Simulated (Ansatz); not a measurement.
With r²SCAN (plane waves, PAW; program Ansatz), CaO in the zinc blende structure (F-43m) relaxes to a = 5.214 Å. Ca has 4 nearest neighbours from 2.26 Å (tetrahedral); O has 4 nearest neighbours from 2.26 Å (tetrahedral). Against the elements it lies at -2.95 eV/atom, with no fitted shifts.

The Kohn–Sham gap is 3.76 eV (indirect). The valence maximum lies at W and the conduction minimum at Γ. HSE06 on the same cell gives 4.73 eV. Electrons at the band edge weigh 0.43 mₑ (isotropic).

An equation-of-state fit gives a bulk modulus of 82.5 GPa. The relaxed-ion elastic constants in GPa are C11 = 92.6, C12 = 77.5, C44 = 38.0. The elastic constants imply a Debye temperature near 357 K. Bader charges are Ca +1.52, O -1.52 e.

The start of the workflow was typed in or built on a structure type; neither database checked (COD, Materials Project) lists it. It is not the phase usual at ambient conditions (space group No. 225). The r²SCAN relaxation kept the symmetry of its start; its stability against distortions is not shown here. The references are the lowest solids computed at this level, not always the standard phases (solids in place of the gases).

Potentials: the earlier of the program's two PAW sets.
